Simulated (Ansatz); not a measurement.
Relaxed Al (fcc, Cu type):

```
Al
1.0
    0.00000     3.99201     3.99201
    1.99601     0.00000     1.99601
    1.99601     1.99601     0.00000
Al
2
Direct
  0.00000   0.00000   0.00000
  0.50000   0.00000   0.00000
```

The atoms are displaced by Q × the pattern below (from a DFPT mode at L = (0.5, 0.0, 0.0), largest move 1; Q in Å), at fixed cell. It is one choice among 2 degenerate patterns. (q is in reciprocal vectors of the primitive cell; the cell shown is doubled to hold the pattern.)

| atom | x | y | z |
|---|---|---|---|
| Al1 | 0.285 | -0.520 | 0.805 |
| Al2 | -0.285 | 0.520 | -0.805 |

Computed with r2SCAN (plane waves to 500 eV, PAW, scalar-relativistic; Ansatz, a first-principles code). k mesh 10×20×20 (Γ-centred), Fermi-Dirac smearing 0.05 eV. The energy includes the smearing's −TS. With partly filled bands, energies and forces of such displacements shift with the k mesh and the smearing. Al was relaxed with its symmetry unable to fall. The zero of ΔE is the undisplaced structure. The last digit holds for this mesh only.

```json
[
 {"Q (Å)": "-0.180", "ΔE (meV/cell)": "withheld"},
 {"Q (Å)": "-0.150", "ΔE (meV/cell)": "56.3"},
 {"Q (Å)": "-0.120", "ΔE (meV/cell)": "36.4"},
 {"Q (Å)": "-0.090", "ΔE (meV/cell)": "20.6"},
 {"Q (Å)": "-0.060", "ΔE (meV/cell)": "9.2"},
 {"Q (Å)": "-0.030", "ΔE (meV/cell)": "2.3"},
 {"Q (Å)": "0.000", "ΔE (meV/cell)": "0.0"},
 {"Q (Å)": "0.030", "ΔE (meV/cell)": "2.3"},
 {"Q (Å)": "0.060", "ΔE (meV/cell)": "9.2"},
 {"Q (Å)": "0.090", "ΔE (meV/cell)": "20.6"},
 {"Q (Å)": "0.120", "ΔE (meV/cell)": "36.4"},
 {"Q (Å)": "0.150", "ΔE (meV/cell)": "56.3"},
 {"Q (Å)": "0.180", "ΔE (meV/cell)": "withheld"}
]
```

Question: Fit an even polynomial form (powers 2, 4) to the given rows and predict ΔE at Q = 0.180.

Answer: Least squares on the 11 given rows: ΔE = (2569)·Q² + (-2943)·Q⁴, in meV/cell with Q in Å; root-mean-square residual 0.01 meV/cell. At 0.180 the fit gives 80.1 meV/cell; the calculation gives 80.1 meV/cell, the same to the digits shown. The quadratic term alone would give 83.2 meV/cell.

(A displaced cell: forces are minus the slopes of the energy, force constants its curvatures, and phonons follow from these.)
